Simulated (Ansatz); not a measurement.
A geometry of Cs2AgBiBr6 away from equilibrium: the start of the relaxation of a generated cell, Cs2AgBiBr6 placed in the double-perovskite structure type. The numbers are results of r2SCAN (plane waves to 500 eV, PAW, scalar-relativistic; Ansatz, a quantum-chemistry and plane-wave program), not measurements. Γ-centred k-mesh 5×5×5 on the run's cell, Fermi–Dirac smearing 0.05 eV.

```xyz
10
Lattice="0.0000 5.6250 5.6250 5.6250 0.0000 5.6250 5.6250 5.6250 0.0000" Properties=species:S:1:pos:R:3:forces:R:3 pbc="T T T" free_energy=-48157.068 pressure_GPa=0.8
Cs     2.8125     2.8125     2.8125    0.0000    0.0000    0.0000
Cs     8.4375     8.4375     8.4375    0.0000    0.0000    0.0000
Ag     5.6250     5.6250     5.6250    0.0000    0.0000    0.0000
Bi     0.0000     0.0000     0.0000    0.0000    0.0000    0.0000
Br     2.8226     5.6250     5.6250    0.1847    0.0000    0.0000
Br     8.4274     5.6250     5.6250   -0.1847    0.0000    0.0000
Br     5.6250     2.8226     5.6250    0.0000    0.1847    0.0000
Br     5.6250     8.4274     5.6250    0.0000   -0.1847    0.0000
Br     5.6250     5.6250     2.8226    0.0000    0.0000    0.1847
Br     5.6250     5.6250     8.4274    0.0000    0.0000   -0.1847
```

Positions in Å, forces in eV/Å, free energy of the cell in eV (comparable only within this code, potentials and settings). Largest force: 0.18 eV/Å, on Br5, Br6, Br7, Br8, Br9, Br10 (atoms numbered as listed); the geometry lies under 0.01 eV/atom above the end of its relaxation.

No spin polarisation in the result.

The run could not lose the symmetry of its start.

The first start was generated by placing the elements on the sites of a structure type. A measured structure of Cs2AgBiBr6 has the same space group, Fm-3m (No. 225); the sites were not compared with it.
